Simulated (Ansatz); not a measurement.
BeTe (zinc blende, F-43m), the program Ansatz at the PBE level (PAW). The conduction-band minimum lies at X, with 3 equivalent valleys. Second derivatives d²E/dk² of the lowest band at one valley (eV·Å²), along Cartesian directions:

```csv
direction,d²E/dk²
[100],4.051
[010],29.56
[001],29.56
[110],16.81
[101],16.81
[011],29.47
```

Find the principal effective masses, the density-of-states mass and the conductivity mass.

Off-diagonal terms follow from H_xy = H[110] − (H_xx + H_yy)/2, and m*/mₑ = 7.620 eV·Å² over each eigenvalue: 0.26, 0.26, 1.9. One valley's DOS mass (m₁m₂m₃)^(1/3) = 0.50, conductivity mass 3/(Σ 1/mᵢ) = 0.36 mₑ.

What effective density of states Nc follows at 300 K for parabolic valleys?

Nc = 2.509e19 × 3 × (0.50)^(3/2) ≈ 2.7e19 cm⁻³.

The PBE relaxation kept the symmetry of its start. Scalar-relativistic: spin–orbit coupling is off unless named, which matters more the heavier the elements.

Potentials: the earlier of the program's two PAW sets.

Edges and masses are those of Kohn–Sham bands, whose gap is no quasiparticle gap.
